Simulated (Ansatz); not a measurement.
## P: strain energy, fitted

P, Cmce, a = 3.349 Å, b = 9.896 Å, c = 3.830 Å. Ansatz: PBEsol+D3(BJ), PAW, 420 eV, Γ-centred 10×4×10 mesh on 8 atoms, Gaussian smearing 0.10 eV; no spin polarisation. Series: strain along c alone, the other axes held, atoms relaxed; x is the strain in per cent. y is the free energy over the unstrained cell, V0 = 15.866 Å³/atom.

| x (%) | y (meV/atom) |
| --- | --- |
| -6.0 | ? |
| -4.0 | 4.44 |
| -2.0 | 0.67 |
| 0.0 | 0.00 |
| 2.0 | 0.92 |
| 4.0 | 3.62 |
| 6.0 | 7.74 |

Task: Fit y = c2 x² + c3 x³ to the other rows, turn c2 into a modulus, and predict the missing energy.

Result: Least squares on the rows shown. y = 0.2495 x² − 0.005791 x³. In eV per unit strain² c2 is 2.495; this is C33 with relaxed ions (E = ½ C33 V0 ε²): 2 × 2.495 × 160.2 / (15.866) = 50 GPa. At x = -6.0 the fit asked for gives 10.23 meV/atom. The run gave 12.34 meV/atom, so the fit is 2.11 meV/atom too low, 17 % of the span of the series, against an rms of 0.17 meV/atom on the fitted rows. The row lies outside the fitted range. With a term in x⁴ added, a fit to the same known rows predicts 10.65 meV/atom, no real gain.